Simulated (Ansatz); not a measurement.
Input and command of a plane-wave DFT calculation in Ansatz:

```yaml
crystal:
  lattice:
    - [0.0, 3.2566110014, 3.2566110014]
    - [3.2566110014, 0.0, 3.2566110014]
    - [3.2566110014, 3.2566110014, 0.0]
  atoms:
    - { symbol: Cs, position: [0.0, 0.0, 0.0] }
    - { symbol: H, position: [0.25, 0.25, 0.25] }
basis:
  ecutwfc: 420
kpoints:
  mp_grid: { grid: [4, 4, 4] }
hamiltonian:
  xc: pbesol
scf:
  occupations: { method: gaussian, width: 0.05 }
output:
  forces: true
  stress: true
  eigenvalues: true
magnetization:
  noncollinear: true
  spin_orbit: true
```

```bash
ansatz run input.yaml --threads 1 --pin off --max-ram 2560MiB --backend cpu --events-out ev --progress --plain --runs-dir out
```

Processor: Intel(R) Xeon(R) Platinum 8259CL CPU @ 2.50GHz (Skylake/Cascade Lake), 1 thread, on a host shared with other jobs.

Q: Estimate time, memory and problem size.

A: About 3.4 s on 1 thread of Intel(R) Xeon(R) Platinum 8259CL CPU @ 2.50GHz (Skylake/Cascade Lake) (shared host), peak memory 0.43 GiB. It solves 18 bands at 8 k points (the mesh reduced by the symmetry that the task leaves, which can be less than the crystal's) with about 1363 plane waves, in 7 SCF iterations.
